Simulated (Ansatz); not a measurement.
ZnAg (L1₀ or tetragonal B2, space group No. 123) under volume change, plane-wave PAW LDA (Ansatz code), shape and atoms relaxed at each volume.

```csv
V (Å³/atom),E − E(relaxed) (meV/atom),P (GPa)
13.268,54.3,15.69
13.705,20.3,9.36
14.142,5.7,4.32
14.580,0.0,-0.02
15.017,4.2,-3.51
15.455,18.0,-6.46
15.892,39.0,-8.88
```

### Question
What does a third-order Birch–Murnaghan fit give for V₀, B₀ and B′?

### Answer
V₀ = 14.58 Å³/atom, B₀ = 129 GPa, B′ = 5.3.

Space group P4/mmm (L1₀ or tetragonal B2). The first step of the workflow began from a Materials Project structure, measured or hypothetical; the Crystallography Open Database copy checked does not list it. COD files the formula under space group No. 221. Its standing as an ambient phase is unchecked. The LDA relaxation kept the symmetry of its start; whether a distortion lowers the energy is not shown. No spin polarisation was allowed.

Potentials: the later of the program's two PAW sets.
